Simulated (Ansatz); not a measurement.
Cu$_{5}$P$_{2}$: reading a single point

```
CELL_PARAMETERS angstrom
0.00000 0.00000 5.30255
5.77187 0.00000 0.00000
2.88593 5.58983 -2.65127
ATOMIC_POSITIONS crystal
Cu 0.40900 0.92600 0.81800
Cu 0.59100 0.07400 0.18200
Cu 0.09100 0.74400 0.18200
Cu 0.90900 0.25600 0.81800
Cu 0.51400 0.73600 0.52800
Cu 0.98600 0.26400 0.47200
Cu 0.48600 0.26400 0.47200
Cu 0.01400 0.73600 0.52800
Cu 0.25000 0.50000 0.00000
Cu 0.75000 0.50000 0.00000
P 0.11800 0.12000 0.23600
P 0.88200 0.88000 0.76400
P 0.38200 0.35600 0.76400
P 0.61800 0.64400 0.23600
```

Method: m-r2SCAN, no spin polarisation; PAW, plane waves to 500 eV, 6×6×6 Γ-centred mesh, fermi-dirac occupations (width 0.0173 eV) (Ansatz 0.2.0), atoms fixed.

(1) Which element gives electrons and which takes them?

(2) Is there a gap?

(3) Is it stable against the elements?

(4) Where is the largest force?

(5) What does the stress say?

Origin: a known structure type with other elements, at an estimated volume, so it need not be a known compound. Caveats: m-r2SCAN is r2SCAN with a changed spin dependence that lowers moments.

Results:

(1) Bader charges in e: Cu +0.24 to +0.31, P -0.71. In the mean Cu gives up most and P takes most.

(2) It is a metal, with about 3.8 states/eV a cell as the mean within 0.25 eV of the Fermi level, mostly P p (51 %) and Cu d (35 %).

(3) -0.03 eV an atom against the elements' usual phases (free molecules for gases, crystals otherwise, with no correction for O₂ or N₂), too near zero to call. Relaxing would lower it.

(4) The largest is on P11 (and as large on other atoms): 0.37 eV/Å, components (-0.11, 0.35, 0.00). It makes 79° with the line to a nearest neighbour, Cu3 at 2.35 Å.

(5) The pressure is 1.2 GPa (compression positive), so with the atoms held at these fractions the cell would first expand. The principal stresses 0.2, 1.6, 1.9 GPa differ, so its shape would change too.
